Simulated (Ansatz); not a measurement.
Relaxed-ion elastic tensor of Y (diamond, Fd-3m) in GPa (Voigt order), r²SCAN (plane waves, PAW; program Ansatz); density 3.57 g/cm³, 41.30 Å³ per atom.

|  | 1 | 2 | 3 | 4 | 5 | 6 |
|---|---|---|---|---|---|---|
| 1 | -27.4 | 30.3 | 30.3 | 0.0 | 0.0 | 0.0 |
| 2 | 30.3 | -27.4 | 30.3 | 0.0 | 0.0 | 0.0 |
| 3 | 30.3 | 30.3 | -27.4 | 0.0 | 0.0 | 0.0 |
| 4 | 0.0 | 0.0 | 0.0 | -176 | 0.0 | 0.0 |
| 5 | 0.0 | 0.0 | 0.0 | 0.0 | -176 | 0.0 |
| 6 | 0.0 | 0.0 | 0.0 | 0.0 | 0.0 | -176 |

Question: Is the crystal mechanically stable?

Answer: No: the smallest eigenvalue of C is -176 GPa.

The start of the workflow was typed in or built on a structure type; neither database checked (COD, Materials Project) lists it. It is not the phase usual at ambient conditions (space group No. 194). Symmetry was held in the r²SCAN relaxation. At this level the phase is mechanically unstable. No spin polarisation was allowed. The volume moved by -21 % from the start of the relaxation. As this level gives no gap, shear constants depend on the k-mesh and smearing (Fermi–Dirac, 0.1 eV here).

Potentials: the later of the program's two PAW sets.
